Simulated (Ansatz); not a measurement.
This Cu₃Ni₂ structure is the end of a relaxation. The cell was found from a structure generator's guess, not taken from experiment.

Theory: DFT PBE, scalar-relativistic, plane waves, PAW (Ansatz). Cutoff 420 eV, Γ-centred mesh, Gaussian smearing, no spin polarisation.

```yaml
crystal:
  lattice:
    - [2.51688, 0.00000, 0.00000]
    - [-1.25844, 2.17969, 0.00000]
    - [0.00000, 0.00000, 20.88194]
  atoms:
    - { symbol: Cu, position: [0.00000, 0.00000, 0.00000] }
    - { symbol: Cu, position: [0.33333, 0.66667, 0.69898] }
    - { symbol: Cu, position: [0.33333, 0.66667, 0.89784] }
    - { symbol: Cu, position: [0.33333, 0.66667, 0.10216] }
    - { symbol: Cu, position: [0.33333, 0.66667, 0.30101] }
    - { symbol: Cu, position: [0.33333, 0.66667, 0.50000] }
    - { symbol: Ni, position: [0.00000, 0.00000, 0.59952] }
    - { symbol: Ni, position: [0.00000, 0.00000, 0.79862] }
    - { symbol: Ni, position: [0.00000, 0.00000, 0.20138] }
    - { symbol: Ni, position: [0.00000, 0.00000, 0.40048] }
```

Energies over the elements count from the elements' standard structures at the same level, with no fitted energy shifts.

Task: Find its symmetry and describe it.

Result: P-6m2 (No. 187), with Cu and Ni ordered on hcp sites. Conventional cell: a = 2.517 Å, c = 20.882 Å. Cu on a site of symmetry -6m2 is surrounded by 12 Cu at 2.52–2.58 Å; Cu on a site of symmetry 3m is surrounded by 6 Cu at 2.52 Å and 6 Ni at 2.53–2.54 Å; Cu on a second site of symmetry 3m has 9 Cu at 2.52–2.58 Å and 3 Ni at 2.53 Å; Ni on its first site has 6 Ni at 2.52 Å and 6 Cu at 2.53–2.54 Å; 2 more sites not described.

Task: How far does it lie from the elements in energy?

Result: +0.02 eV/atom. The formation energy is too near zero to say whether this cell lies below the elements.

Task: Is it a metal?

Result: Yes, bands cross the Fermi level on the 18×18×2 mesh.

The last run used an 18×18×2 mesh (in the run's order of axes) for its 10-atom cell and Gaussian smearing of 0.10 eV. For metals, differences of a few meV/atom aren't resolved. Trial moments died out on the coarse mesh, so the last step has no spin; another magnetic start might hold. Symmetry constrained the relaxation, so the result can be a saddle point.
